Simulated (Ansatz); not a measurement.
The cell below belongs to a search over invented structures; it isn't taken from experiment.

Input and command of a plane-wave DFT calculation in Ansatz:

```yaml
crystal:
  lattice:
    - [5.40702464, 0.0, 0.0]
    - [0.0, 3.9459244, 2.36506636]
    - [0.0, -3.9459244, 2.36506636]
  atoms:
    - { symbol: Zn, position: [0.0, 0.31782394, 0.88295812] }
    - { symbol: Zn, position: [0.0, 0.88295812, 0.31782394] }
    - { symbol: Ga, position: [0.2251237, 0.90366165, 0.90366165] }
    - { symbol: Ga, position: [0.7748763, 0.90366165, 0.90366165] }
    - { symbol: O, position: [0.24140627, 0.44848847, 0.44848847] }
    - { symbol: O, position: [0.75859373, 0.44848847, 0.44848847] }
    - { symbol: O, position: [0.5, 0.08065417, 0.08065417] }
basis:
  ecutwfc: 420
kpoints:
  mp_grid: { grid: [2, 3, 3] }
hamiltonian:
  xc: pbe
scf:
  occupations: { method: gaussian, width: 0.15 }
  lower_state_search: "off"
output:
  forces: true
  stress: true
  eigenvalues: true
relax:
  adjacent_minimum: "off"
  f_tol: 0.08
  max_steps: 16
  cell: { stress_tol: 0.8 }
```

```bash
ansatz run input.yaml --threads 1 --pin off --max-ram 2560MiB --backend cpu --events-out ev --progress --plain --runs-dir out
```

Processor: Intel(R) Xeon(R) Processor @ 2.70GHz, 1 thread, on a host shared with other jobs.

**Question.** Estimate time, memory and problem size.

**Answer.** About 98 s, peak memory 0.39 GiB. It solves 41 bands at 8 k points (after reduction by symmetry) with about 2335 plane waves (on the last cell), in 128 SCF iterations over 16 ionic steps.
